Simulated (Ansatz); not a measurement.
An element in the fcc structure gives these cold pressures by all-electron LAPW under LDA (Ansatz 0.2.0, scalar-relativistic, no spin polarisation).

| V (Å³/atom) | P (GPa) |
| --- | --- |
| 29.55 | 0.02 |
| 26.60 | 8.33 |
| 23.64 | 23.1 |
| 20.69 | 50.8 |
| 17.73 | 105.2 |
| 14.78 | 219.5 |
| 11.82 | 491.9 |

Task: Which element is it?

Result: Bi. Its zero-pressure volume in this structure is near 29.6 Å³/atom; the volume and the steepness of P(V) together point to it, though neighbours can come close. Neighbours weren't tried against these numbers.
